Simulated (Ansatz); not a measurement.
**Rb$_{2}$TlInCl$_{6}$, first-principles data**

Rb2TlInCl6:
```yaml
crystal:
  lattice:
    - [0.00000, 5.35046, 5.35046]
    - [5.35046, 0.00000, 5.35046]
    - [5.35046, 5.35046, 0.00000]
  atoms:
    - { symbol: Rb, position: [0.75000, 0.75000, 0.75000] }
    - { symbol: Rb, position: [0.25000, 0.25000, 0.25000] }
    - { symbol: Tl, position: [0.50000, 0.50000, 0.50000] }
    - { symbol: In, position: [0.00000, 0.00000, 0.00000] }
    - { symbol: Cl, position: [0.76797, 0.23203, 0.23203] }
    - { symbol: Cl, position: [0.23203, 0.76797, 0.76797] }
    - { symbol: Cl, position: [0.23203, 0.76797, 0.23203] }
    - { symbol: Cl, position: [0.76797, 0.23203, 0.76797] }
    - { symbol: Cl, position: [0.23203, 0.23203, 0.76797] }
    - { symbol: Cl, position: [0.76797, 0.76797, 0.23203] }
```

Space group Fm-3m (No. 225); conventional cell a = b = c = 10.701 Å, α = β = γ = 90.00°.

Method: the program Ansatz at the LDA level (PAW). Structure relaxed to zero pressure with the same functional. Other levels are named where they apply.

Cell and energy:

```
Item                                                           Value
-----------------------------------------------------  -------------
Volume per atom                                             30.63 Å³
Density                                                   3.81 g/cm³
Formation energy from the elements (no fitted shifts)  -1.40 eV/atom
```

Electronic structure:

```
Quantity                                                                  Result
----------------------------------------  --------------------------------------
Band gap                                                      1.88 eV (indirect)
Valence-band maximum                                                        at X
Conduction-band minimum                              at L (4 equivalent valleys)
Smallest direct gap on the standard path                                 2.68 eV
Electron effective mass                   0.25, 0.37, 0.37 mₑ (principal values)
Hole effective mass                         0.23, 2.1, 2.1 mₑ (principal values)
```

Mechanics:

```
Property                               Value
----------------------------------  --------
Bulk modulus (Birch–Murnaghan fit)  26.6 GPa
Pressure derivative B′                   5.5
```

Dielectric response:

```
Quantity                                                                    Result
----------------------------------------  ----------------------------------------
Electronic dielectric constant ε∞ (DFPT)                                      3.68
Born charges (a third of the trace)       Rb +1.31, Tl +1.92, In +3.88, Cl -1.40 e
```

Phonons:

```
Item                                                                         Result
--------------------------------------------------  -------------------------------
Highest zone-centre frequency (without LO–TO term)                         8.79 THz
Zone-centre stability                               unstable, softest mode 63i cm⁻¹
Dynamical stability on the path                          unstable, down to 63i cm⁻¹
```

The workflow started from a Materials Project entry (that database holds measured and hypothetical structures alike); the Crystallography Open Database copy checked does not list it. Whether it is the stable phase at ambient conditions was not checked. The LDA relaxation kept the symmetry of its start. The references are the lowest solids computed at this level, not always the standard phases (solids in place of the gases). Spin–orbit coupling is left out wherever it is not named.

Potentials: the later of the program's two PAW sets.
